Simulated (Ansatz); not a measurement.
Problem. Cl (molecular I2 type, Cmce) is relaxed with r²SCAN+D4 in the plane-wave PAW code Ansatz. What lattice parameters of the conventional cell result?

Solution. a = 6.369 Å, b = 4.075 Å, c = 8.193 Å.

Problem. Give the free coordinates with the occupied sites.

Solution. In one choice of origin and axes:

| atom | site | symmetry | x | y | z |
|---|---|---|---|---|---|
| Cl | 8f | m.. | 0.0000 | 0.3780 | 0.3932 |

Problem. Is it a metal or does it have a gap at this level?

Solution. A gap of 2.62 eV, direct.

Symmetry was held in the r²SCAN+D4 relaxation. The substance is a gas or liquid at ambient conditions; this is its low-temperature solid.

Potentials: the earlier of the program's two PAW sets.
